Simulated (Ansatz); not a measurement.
CaI2 (CdI2 type, space group No. 164), a = 4.4898 Å, b = 4.4898 Å, c = 7.0571 Å, α = 90.00°, β = 90.00°, γ = 120.00°.

This is the r²SCAN+D4-relaxed structure.

All from DFT-r²SCAN+D4 in the program Ansatz with PAW potentials, unless another level is named. Estimate the vibrational entropy at 300 K.

47.7 J/(K·mol of atoms).

What about the zero-point energy?

18.9 meV/atom.

Give the highest zone-centre frequency (without LO–TO term).

206 cm⁻¹.

Space group P-3m1 (CdI2 type). The first step of the workflow began from a Materials Project structure, measured or hypothetical; the Crystallography Open Database files this formula in space group No. 164, but the cells were not matched. Whether it is the stable phase at ambient conditions was not checked. The cell was relaxed with r²SCAN+D4 under the symmetry of its start; phonons on a q-mesh show no instability. Spin–orbit coupling is left out wherever it is not named.

Potentials: the later of the program's two PAW sets.
